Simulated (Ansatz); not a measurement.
The calculation used DFT PBE, scalar-relativistic, plane waves, PAW (Ansatz). All cells share a 420 eV cutoff and Γ-centred k meshes spaced at most about 0.3 Å⁻¹ (about 0.25 or finer for metals, 2π included). No spin polarisation in the final relaxations.

These are static total energies at zero pressure. All come from trial cells, and lower structures may exist.

Task: Order these relaxed structures of TeF by energy, lowest first, with the energy over the lowest of them.
1.

```
CELL_PARAMETERS angstrom
3.26437 0.00000 0.00000
0.00000 3.26437 0.00000
0.00000 0.00000 3.26437
ATOMIC_POSITIONS crystal
Te 0.50000 0.50000 0.50000
F 0.00000 0.00000 0.00000
```

2.

```
CELL_PARAMETERS angstrom
0.00000 2.74500 2.74500
2.74500 0.00000 2.74500
2.74500 2.74500 0.00000
ATOMIC_POSITIONS crystal
Te 0.00000 0.00000 0.00000
F 0.50000 0.50000 0.50000
```

3.

```
CELL_PARAMETERS angstrom
0.00000 3.34220 3.34220
3.34220 0.00000 3.34220
3.34220 3.34220 0.00000
ATOMIC_POSITIONS crystal
Te 0.75000 0.75000 0.75000
Te 0.50000 0.50000 0.50000
F 0.25000 0.25000 0.25000
F 0.00000 0.00000 0.00000
```

4.

```
CELL_PARAMETERS angstrom
-2.50966 2.50966 2.15281
2.50966 -2.50966 2.15281
2.50966 2.50966 -2.15281
ATOMIC_POSITIONS crystal
Te 0.00000 0.00000 0.00000
F 0.50000 0.50000 0.00000
```

Result: 3 (0 meV/atom), 1 (207 meV/atom), 4 (263 meV/atom), 2 (750 meV/atom). Forms: 3 Fd-3m; 1 caesium chloride type, Pm-3m; 4 I4/mmm; 2 rock salt type, Fm-3m. Counting F atoms around Te (those within 1.25 times the shortest such distance or 1.15 times the sum of covalent radii; a plus sign parts nearer from farther groups; the shortest distance is added where it exceeds 1.18 times the sum of covalent radii): cell 3 has Te 4+6 from 2.9 Å; cell 1 has Te 8 from 2.8 Å; cell 4 has Te 2; cell 2 has Te 6 from 2.7 Å. Cell 3 holds Te–Te bonds in all directions (shortest 2.89 Å) (bonds between like non-metal atoms; other contacts aren't counted).

No dispersion correction is applied, so the spacing and binding between layers, chains or molecules are poorly described (I4/mmm), and this can change margins and order among such cells. Spin–orbit coupling, which can matter for Te, is left out. In Pm-3m, I4/mmm, Fm-3m an odd number of electrons in the primitive cell allows no gap without spin; a larger cell or a magnetic state could open one. A magnetic state wasn't ruled out in cells without spin, among them Pm-3m, I4/mmm, Fm-3m. Cells relaxed within their symmetry can be saddle points. Some types were kept out of the candidates beforehand, so the set may lack a known form.
